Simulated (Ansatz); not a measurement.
A trial structure of BeSi2Br was built thus: random cell by space group and Wyckoff sites (P6/mmm, No. 191). Lengths were set from tabulated atomic sizes, so they are only a guess.

```cif
data_structure
_symmetry_space_group_name_H-M 'P6/mmm'
_symmetry_Int_Tables_number 191
_cell_length_a 3.9414
_cell_length_b 3.9414
_cell_length_c 6.4312
_cell_angle_alpha 90.000
_cell_angle_beta 90.000
_cell_angle_gamma 120.000
_cell_volume 86.52
loop_
_atom_site_label
_atom_site_type_symbol
_atom_site_symmetry_multiplicity
_atom_site_Wyckoff_symbol
_atom_site_fract_x
_atom_site_fract_y
_atom_site_fract_z
_atom_site_occupancy
Be1 Be 1 b 0.00000 0.00000 0.50000 1
Si1 Si 2 e 0.00000 0.00000 0.72816 1
Br1 Br 1 a 0.00000 0.00000 0.00000 1
```

Method: Ansatz, DFT PBE, scalar-relativistic, plane waves, PAW. Cutoff 420 eV, Gaussian smearing, Γ-centred meshes. Cell and atoms relax first on a coarse mesh and then on a finer one. In between, the cell is made exact in the group found at 0.06 Å. In metals the finer mesh still leaves noise of several meV/atom or more. The steps can't lower the symmetry of their start. No spin polarisation.

A guess keeps its type if space group and coordination stay and the shape of the cell changes little (axis ratios within about 15 %, angles within 6°); the volume may change.

Q: Will the relaxed cell still be of the starting type?

A: It doesn't keep its type. The symmetry stays P6/mmm (No. 191). The volume per atom shrinks by 18.5 %, from 21.6 to 17.6 Å³. The shortest distance goes from 1.47 Å (Be–Si) to 2.25 Å (Be–Si). The ratio c/a of the conventional cell changes by a factor of 2.28. Counting neighbours within 15 % of an atom's shortest distance, the start has Be 2, Br 2, Si 1 and the end Be 2, Br 8, Si 1. In detail, at the end around Be lie 2 Si at 2.25 Å and 6 Be at 2.80 Å; Si is surrounded by 1 Be at 2.25 Å, 6 Si at 2.80 Å and 1 Br at 2.94 Å; around Br lie 6 Br at 2.80 Å and 2 Si at 2.94 Å.

```
CELL_PARAMETERS angstrom
2.79848 0.00000 0.00000
-1.39924 2.42356 0.00000
0.00000 0.00000 10.39250
ATOMIC_POSITIONS crystal
Be 0.00000 0.00000 0.50000
Si 0.00000 0.00000 0.71681
Si 0.00000 0.00000 0.28319
Br 0.00000 0.00000 0.00000
```

The last run used an 18×18×6 mesh (in the run's order of axes) for its 4-atom cell and Gaussian smearing of 0.10 eV. An odd number of electrons in the primitive cell allows no gap without spin; a larger cell or a magnetic state could open one. The cell is a metal run without spin; a magnetic state may lie lower. A structure relaxed within its symmetry needn't be a true minimum.
